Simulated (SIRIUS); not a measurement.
Set-up for a self-consistent single point of InSe (R3m, 4 atoms in the cell; from Materials Project mp-22691, changed as shown).

```xyz
4
Lattice="2.0301 1.1721 8.6371 -2.0301 1.1721 8.6371 0.0000 -2.3441 8.6371" Properties=species:S:1:pos:R:3 pbc="T T T"
In     0.0000     0.0000     2.8593
In     0.0000     0.0000     0.0474
Se     0.0000     0.0000    16.0576
Se     0.0000     0.0000    21.3978
```

Level of theory: LDA (PW92), GBRV LDA ultrasoft pseudopotentials (plane waves; SIRIUS 7.12.0).

SIRIUS settings:

- parameters.ngridk = 6 6 6
- parameters.xc_functionals = [XC_LDA_X, XC_LDA_C_PW]
- parameters.gk_cutoff = 6.325 1/bohr
- parameters.pw_cutoff = 14.143 1/bohr
- parameters.smearing = gaussian
- parameters.smearing_width = 0.000734986 Ha
- potentials = GBRV LDA ultrasoft pseudopotentials
- parameters.electronic_structure_method = pseudopotential
- parameters.num_bands = 23
- parameters.num_mag_dims = 0
- parameters.num_dft_iter = 100
- parameters.energy_tol = 1e-07 Ha
- parameters.density_tol = 1e-06
- mixer.type = broyden2
- mixer.beta = 0.3
- mixer.use_hartree = false

### Question
Estimate, at this level of theory: gap on the k-point mesh, pressure and largest force (vector length).

### Answer
The run gave:

```
Property                           Result
-----------------------------  ----------
Gap on the k-point mesh           0.17 eV
Pressure                        -3.31 GPa
Largest force (vector length)  0.228 eV/Å
```

Gaps are taken between levels on the mesh.

For comparison: a first run was changed to give this one (volume scaled by 1.01), and from it to this one the free energy goes up by 4.9 meV/atom, the pressure goes from -2.91 to -3.31 GPa, the largest force goes from 0.159 to 0.228 eV/Å and the gap on the mesh goes from 0.191 to 0.170 eV.

The structure comes from a collection of computed structures, made at another level of theory; the collection holds predicted forms beside known ones.

Cost on one core: around 4 core-minutes (rough).
